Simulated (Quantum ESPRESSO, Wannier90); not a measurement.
# Wannierisation of WO₃ (P2₁/m)

```
begin unit_cell_cart
ang
    3.8720900000    0.0000000000    0.0000000000
    0.0000000000    7.4800900000    0.0000000000
   -0.0233550000    0.0000000000    3.8741900000
end unit_cell_cart
begin atoms_frac
W    0.0571300000 -0.2500000000 -0.0583800000
W   -0.0571300000  0.2500000000  0.0583800000
O    0.4838200000  0.2500000000  0.0192500000
O   -0.4838200000 -0.2500000000 -0.0192500000
O    0.0000000000  0.5000000000  0.0000000000
O    0.0000000000  0.0000000000  0.0000000000
O   -0.0180400000  0.2500000000 -0.4831000000
O    0.0180400000 -0.2500000000  0.4831000000
end atoms_frac
```

Cell from Materials Project (mp-636284), symmetrised, no further relaxation. Not found in the COD (Crystallography Open Database) copy used, which has the formula in other groups; not checked further. The atoms lie within 0.1 Å of the higher space group Cmcm. Computed values, not measurements, from PBEsol: Quantum ESPRESSO (norm-conserving PseudoDojo potentials, cutoff 68 Ry, no spin polarisation, no spin-orbit coupling) on a Γ-centred 6×4×6 mesh, then Wannier90. Density: 8×4×8 mesh, cold smearing 0.01 Ry. Spin-orbit coupling is left out although heavy elements are present.

Bands 15-32 form an isolated set from -6.91 to 0.00 eV relative to the valence-band maximum (on the path) and are turned into 18 Wannier functions by minimising the spread from the start: atomic waves O 2p.

**Question.** Where do the functions sit, how wide are they and what are they made of?

**Answer.** 
```json
[
 {"functions": "8", "spread (Å²)": "1.18", "nearest atom, distance (Å)": "O 0.22", "second atom, distance (Å)": "W 1.56", "weight on atomic waves": "O 2p 80 %, W 5d 18 %"},
 {"functions": "4", "spread (Å²)": "1.34", "nearest atom, distance (Å)": "O 0.04", "second atom, distance (Å)": "W 1.75", "weight on atomic waves": "O 2p 75 %, W 5d 16 %"},
 {"functions": "4", "spread (Å²)": "1.23", "nearest atom, distance (Å)": "O 0.00", "second atom, distance (Å)": "W 1.90", "weight on atomic waves": "O 2p 82 %, W 5d 15 %"},
 {"functions": "2", "spread (Å²)": "1.40", "nearest atom, distance (Å)": "O 0.00", "second atom, distance (Å)": "W 1.90", "weight on atomic waves": "O 2p 74 %, W 5d 18 %"}
]
```

Ω_I = 21.89 Å², Ω_total = 22.56 Å²; the interpolated bands follow pw.x to 1.6 meV rms on the path. Only this start was tried; a symmetric start can stop on a saddle, and mixtures of these functions could lower the total by at most Ω_total − Ω_I.
